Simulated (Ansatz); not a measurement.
Below is a relaxed structure of Al₄Co₃Ni. The cell was found from a structure generator's guess, not taken from experiment.

All numbers below come from DFT PBE, scalar-relativistic, plane waves, PAW (Ansatz 0.2.0). Cutoff 420 eV, Γ-centred mesh, Gaussian smearing, collinear spin.

```xyz
8
Lattice="5.7335 0.0000 0.0000 0.0000 5.7335 0.0000 0.0000 0.0000 2.8600" Properties=species:S:1:pos:R:3 pbc="T T T"
Al    1.4208    4.3127    0.0000
Al    1.4208    1.4208    0.0000
Al    4.3127    4.3127    0.0000
Al    4.3127    1.4208    0.0000
Co    0.0000    0.0000    1.4300
Co    2.8668    0.0000    1.4300
Co    0.0000    2.8668    1.4300
Ni    2.8668    2.8668    1.4300
```

Energies over the elements count from the elements' standard structures at the same level, with no fitted energy shifts.

(1) Find its symmetry and describe it.

(2) How far does it lie from the elements in energy?

(3) Is it a metal?

(4) Which magnetic moments does it keep?

## Answers

(1) P4/mmm (No. 123). Conventional cell: a = 5.734 Å, c = 2.860 Å. Al is surrounded by 6 Co at 2.47–2.48 Å, 2 Ni at 2.50 Å and 6 Al at 2.84–2.89 Å; Co on a site of symmetry 4/mmm is surrounded by 8 Al at 2.47 Å and 6 Co at 2.86–2.87 Å; around Co on a site of symmetry mmm lie 8 Al at 2.48 Å, 4 Co at 2.86–2.87 Å and 2 Ni at 2.87 Å; Ni is surrounded by 8 Al at 2.50 Å, 2 Ni at 2.86 Å and 4 Co at 2.87 Å.

(2) −0.60 eV/atom. A negative formation energy is needed for stability but isn't enough: competing phases decide.

(3) Yes, bands cross the Fermi level on the 8×8×14 mesh.

(4) 0.08 μB per atom net, the space between the atoms included; by site: Co 0.3 (×2) μB.

The last run used collinear spin, an 8×8×14 mesh (in the run's order of axes) for its 8-atom cell and Gaussian smearing of 0.10 eV. Another magnetic order may lie lower. Symmetry constrained the relaxation, so the result can be a saddle point.
